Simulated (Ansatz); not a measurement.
# BiRu: levels with and without spin–orbit coupling

```
Ru Bi
1.0
     0.00000    2.77474    2.77474
     2.77474    0.00000    2.77474
     2.77474    2.77474    0.00000
Ru Bi
1 1
Direct
  0.00000 0.00000 0.00000
  0.50000 0.50000 0.50000
```

Atoms are numbered in the order listed.

The structure comes from a relaxation in the same program, started in the rocksalt type, and has space group Fm-3m. Whether it is a known phase or the ground state wasn't checked.

Spin polarisation is left out, and whether a magnetic state lies lower isn't shown here.

All numbers are computed: DFT, PBE, all-electron LAPW, scalar-relativistic (Ansatz 0.2.0); DFT, PBE, all-electron LAPW, Dirac equation with spin-orbit coupling (Ansatz 0.2.0).

Numerical set-up: a Γ-centred 10×10×10 k mesh, Fermi–Dirac smearing of 0.05 eV, basis error target 0.25 meV/atom, no spin polarisation.

Levels between -4 and 3 eV, each run counted from its own valence-band top where it has a gap, else its Fermi level. Scalar levels are listed once for both spins; with the coupling every spinor state is counted. Levels near the edges of the range can cross them.

Problem. At Γ (0.000, 0.000, 0.000) the scalar-relativistic levels are -1.51 (×3), -1.19 (×2), 2.07 (×3). What are they with spin–orbit coupling?

Solution. -1.61 (×4), -1.38 (×2), -1.18 (×4), -0.07 (×2), 3.00 (×4).

Problem. At U (0.625, 0.250, 0.625) the scalar-relativistic levels are -3.93, -3.91, -2.60, -1.04, -0.58, 0.00, 0.53, 1.85. What are they with spin–orbit coupling?

Solution. -3.63 (×2), -2.58 (×2), -1.04 (×2), -0.62 (×2), 0.01 (×2), 0.55 (×2), 1.83 (×2).

Problem. At X (0.500, 0.000, 0.500) the scalar-relativistic levels are -2.38, -0.83 (×2), -0.81, -0.39 (×2), 0.66. What are they with spin–orbit coupling?

Solution. -2.38 (×2), -1.49 (×2), -0.83 (×2), -0.51 (×2), -0.33 (×2), -0.17 (×2), 0.69 (×2).
